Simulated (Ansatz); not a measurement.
Here is the system:

Ti3InC:
```cif
data_CInTi3
_chemical_formula_sum 'Ti3 In1 C1'
_space_group_name_H-M_alt 'P 1'
_space_group_IT_number 1
_cell_length_a 4.23198
_cell_length_b 4.23198
_cell_length_c 4.23198
_cell_angle_alpha 90.000
_cell_angle_beta 90.000
_cell_angle_gamma 90.000
loop_
_space_group_symop_operation_xyz
  'x, y, z'
loop_
_atom_site_label
_atom_site_type_symbol
_atom_site_fract_x
_atom_site_fract_y
_atom_site_fract_z
_atom_site_occupancy
Ti1 Ti 0.50000 0.50000 0.00000 1
Ti2 Ti 0.00000 0.50000 0.50000 1
Ti3 Ti 0.50000 0.00000 0.50000 1
In1 In 0.00000 0.00000 0.00000 1
C1 C 0.50000 0.50000 0.50000 1
```

This is the r²SCAN-relaxed structure.

**Question.** All from r²SCAN in the plane-wave PAW code Ansatz, unless another level is named. Predict the electronic character.

**Answer.** metallic (no gap).

**Question.** Next, the formation energy from the elements (no fitted shifts)?

**Answer.** -0.64 eV/atom.

**Question.** What about the density of states at the Fermi level?

**Answer.** 0.63 states/eV per atom (mean over ±0.08 eV).

Space group Pm-3m (anti-perovskite). The workflow started from a Materials Project entry (that database holds measured and hypothetical structures alike); the Crystallography Open Database copy checked does not list it. Its standing as an ambient phase is unchecked. The r²SCAN relaxation kept the symmetry of its start; its stability against distortions is not shown here. No spin polarisation was allowed. The references are the lowest solids computed at this level, not always the standard phases. Scalar-relativistic: spin–orbit coupling is off unless named, which matters more the heavier the elements.

Potentials: the earlier of the program's two PAW sets.
